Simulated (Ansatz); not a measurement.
Computed with DFT PBE, scalar-relativistic, plane waves, PAW (Ansatz 0.2.0). All cells share a 420 eV cutoff and Γ-centred k meshes spaced at most about 0.3 Å⁻¹ (about 0.25 or finer for metals, 2π included). No spin polarisation in the final relaxations.

These are static total energies at zero pressure. All come from trial cells, and lower structures may exist.

Question: Which of these relaxed structures of Ta₄Ti is the lowest in energy?
A.

```xyz
5
Lattice="-2.9768 2.9768 2.9768 2.9768 -2.9768 2.9768 2.9768 2.9768 -2.9768" Properties=species:S:1:pos:R:3 pbc="T T T"
Ti    0.0000    0.0000    0.0000
Ta    1.4884    1.4884   -1.4884
Ta   -1.4884    1.4884    1.4884
Ta    1.4884   -1.4884    1.4884
Ta    1.4884    1.4884    1.4884
```

B.

```xyz
5
Lattice="4.6515 0.0000 0.0000 0.0000 4.6515 0.0000 0.0000 0.0000 4.6515" Properties=species:S:1:pos:R:3 pbc="T T T"
Ti    2.3258    2.3258    2.3258
Ta    0.0000    0.0000    0.0000
Ta    2.3258    2.3258    0.0000
Ta    2.3258    0.0000    2.3258
Ta    0.0000    2.3258    2.3258
```

Answer: A. It has space group Im-3m (No. 229); the next, B, with space group Pm-3m (No. 221), lies 160 meV/atom higher. Counting all near atoms (those within 1.25 times the shortest distance at each site; a plus sign parts nearer from farther groups; a slash parts the counts of unlike sites), the lowest has Ta 2+6, Ti 8 and the next has Ta 2/12+8, Ti 6. Even the lowest lies +1.27 eV/atom against the elements.

These runs have no spin–orbit coupling, which can matter for Ta. Cells relaxed within their symmetry can be saddle points. Some structure types and database cells were kept out of the candidates from the start, so a known form may be missing.
